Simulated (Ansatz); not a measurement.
## Notes on BePd

```
Be Pd
1.0
     2.82840    0.00000    0.00000
     0.00000    2.82840    0.00000
     0.00000    0.00000    2.82840
Be Pd
1 1
Direct
  0.00000 0.00000 0.00000
  0.50000 0.50000 0.50000
```

The numbers come from plane-wave PAW DFT (Ansatz): PBEsol, no spin polarisation, 420 eV, 9×9×9 Γ-centred k points, methfessel-paxton occupations (width 0.0145 eV). Nothing was relaxed.

Task: Is there a gap?

Result: It is a metal, with about 0.76 states/eV a cell as the mean within 0.25 eV of the Fermi level.

Task: Is the cell too large or too small?

Result: The pressure is -5.9 GPa (compression positive), so with the atoms held at these fractions the cell would first shrink.

Task: Give the Bader charges.

Result: Bader charges in e: Be +1.44, Pd -1.44. In the mean Be gives up most and Pd takes most.

Task: What is the formation energy?

Result: -0.61 eV an atom against the elements' usual phases (free molecules for gases, crystals otherwise, with no correction for O₂ or N₂), so it is bound against them; other compounds may still compete. Relaxing would lower it.

Origin: a database entry at a rescaled volume.
